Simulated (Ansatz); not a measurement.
Ag:
```xyz
1
Lattice="0.0000 2.0267 2.0267 2.0267 0.0000 2.0267 2.0267 2.0267 0.0000" Properties=species:S:1:pos:R:3 pbc="T T T"
Ag     0.0000     0.0000     0.0000
```

Relaxed with PBEsol. Special points in fractions of this cell's reciprocal vectors: Γ (0.000, 0.000, 0.000); X (0.500, 0.000, 0.500); U (0.625, 0.250, 0.625); K (0.375, 0.375, 0.750); L (0.500, 0.500, 0.500); W (0.500, 0.250, 0.750).

Question: List the band energies nearest the Fermi level at these points for PBEsol with spin–orbit coupling in the plane-wave PAW code Ansatz.

Answer: In eV from the Fermi level; about four levels below and three above (degenerate sets whole), none deeper than 8.9 eV; points with the same levels are listed once.

| k | below | above |
|---|---|---|
| Γ | -3.91 -3.91 -3.91 -3.91 | 15.66 15.66 19.11 19.11 |
| X | -3.04 -3.04 -2.71 -2.71 | 1.27 1.27 6.68 6.68 |
| U | -3.74 -3.74 -3.16 -3.16 | 4.07 4.07 5.08 5.08 |
| L | -3.00 -3.00 -0.77 -0.77 | 3.50 3.50 14.93 14.93 |
| W | -3.93 -3.93 -2.89 -2.89 | 5.60 5.60 5.94 5.94 |

Space group Fm-3m (fcc (Cu type)). The PBEsol relaxation kept the symmetry of its start; phonons on a q-mesh show no instability. The run is not spin-polarised.

Potentials: the earlier of the program's two PAW sets.
